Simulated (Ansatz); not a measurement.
Input:

GaAs (zinc blende)

```cif
data_AsGa
_chemical_formula_sum 'As1 Ga1'
_space_group_name_H-M_alt 'P 1'
_space_group_IT_number 1
_cell_length_a 4.06309
_cell_length_b 4.06309
_cell_length_c 4.06309
_cell_angle_alpha 60.000
_cell_angle_beta 60.000
_cell_angle_gamma 60.000
loop_
_space_group_symop_operation_xyz
  'x, y, z'
loop_
_atom_site_label
_atom_site_type_symbol
_atom_site_fract_x
_atom_site_fract_y
_atom_site_fract_z
_atom_site_occupancy
As1 As 0.75000 0.75000 0.75000 1
Ga1 Ga 0.00000 0.00000 0.00000 1
```

The volume is varied about the relaxed value V₀ at fixed cell shape. Symmetry pins the atoms to their sites.

Calculation: PBE (plane waves to 420 eV, PAW, scalar-relativistic; Ansatz, a first-principles code). k mesh 10×10×10 (Γ-centred), Fermi-Dirac smearing 0.05 eV. E stands for the smeared free energy. Stress and pressure are positive under compression. GaAs was relaxed with its symmetry unable to fall. The PAW data are Ansatz's earlier set. The zero of ΔE is the relaxed starting cell.

The scan covers V/V₀ from 0.900 to 1.100 in 13 points.

Task: What is the fitted pressure derivative B₀′?

Result: 4.8.

Task: What bulk modulus B₀ follows from a third-order Birch-Murnaghan fit?

Result: 60.4 GPa.

(A scan under strain: stresses follow from slopes of the energy per volume, elastic moduli from its curvatures.)
